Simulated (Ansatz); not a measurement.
**One input, then a changed one: Pd (diamond type)**

First run: DFT, r2SCAN, all-electron PAW with datasets made for the crystal, scalar-relativistic (Ansatz 0.2.0).

Command: `ansatz run input.yaml --threads 1 --pin off --max-ram 2048MiB --backend cpu --events-out ev --progress --plain --runs-dir out` It took 11 s on 1 thread of Arm Neoverse V2 (shared host), peak memory 0.59 GiB.

```yaml
crystal:
  lattice:
    - [0.0, 2.6784289448, 2.6784289448]
    - [2.6784289448, 0.0, 2.6784289448]
    - [2.6784289448, 2.6784289448, 0.0]
  atoms:
    - { symbol: Pd, position: [-0.125, -0.125, -0.125] }
    - { symbol: Pd, position: [0.125, 0.125, 0.125] }
kpoints:
  mp_grid: { grid: [10, 10, 10] }
scf:
  occupations: { method: fermi_dirac, width: 0.05 }
hamiltonian:
  xc: r2scan
  pseudopotentials: { kind: all_electron, datasets: crystal }
output:
  forces: true
  stress: true
  eigenvalues: true
  efg: { contact_densities: true }
```

This is a prototype cell at a chosen volume, and whether it is the ground state is a separate question.

This run: the undistorted cell.

It converges in 8 SCF iterations at a pressure of 27.6 GPa.

A second input differs as follows:

```diff
   occupations: { method: fermi_dirac, width: 0.05 }
+  max_iter: 80
 hamiltonian:
   efg: { contact_densities: true }
+total_charge: 4
```

What is wrong with it, and what does the program do?

The change was made to test a charge that the system can't hold. The run converges in 9 SCF iterations at a pressure of -15.43 GPa. A charged periodic cell stands on a neutralising background, which shapes its energy and pressure. Compare each number with the sound run's before taking it for a property of the system. The log ends:
```
--- PAW observables at the nuclei: V_zz in 10²¹ V/m², potentials from the cell's mean, atoms counted from 1 ---
  atom   1  Pd V_zz =    -0.000000   η = 0.0000   by run symmetry: forbidden
            electrostatic potential = -7244.864799 V   contact ρ = 864246.576510 e/Å³
  atom   2  Pd V_zz =    -0.000000   η = 0.0000   by run symmetry: forbidden
            electrostatic potential = -7244.864799 V   contact ρ = 864246.576510 e/Å³
--- Band table (eV; the first three rows and the last of 47) ---
  k-point 0: bands = ["-75.2322", "-74.9334", "-40.0525", "-40.0525", "-40.0525", "-39.4632", "-39.4632", "-39.4632", "8.8127", "8.8127", "8.8551", "8.8551", "8.8551", "11.4327", "11.6553", "11.6553", "11.6553", "12.5922", "12.5922"]
  k-point 1: bands = ["-75.2268", "-74.9390", "-40.0581", "-40.0581", "-40.0491", "-39.4667", "-39.4575", "-39.4575", "8.6501", "8.6501", "8.8574", "9.0571", "9.0571", "11.3048", "11.6131", "11.6131", "11.9281", "12.6152", "12.6152"]
  k-point 2: bands = ["-75.2116", "-74.9545", "-40.0722", "-40.0722", "-40.0402", "-39.4760", "-39.4429", "-39.4429", "8.5465", "8.5465", "8.8593", "9.2484", "9.2484", "11.0961", "11.5415", "11.5415", "12.6054", "12.6537", "12.6537"]
  k-point 46: bands = ["-75.0837", "-75.0837", "-40.1613", "-40.1613", "-39.7585", "-39.7585", "-39.3524", "-39.3524", "8.2203", "8.2203", "9.4683", "9.4683", "10.3881", "10.3881", "10.8538", "10.8538", "13.0922", "13.0922", "18.9747"]
```
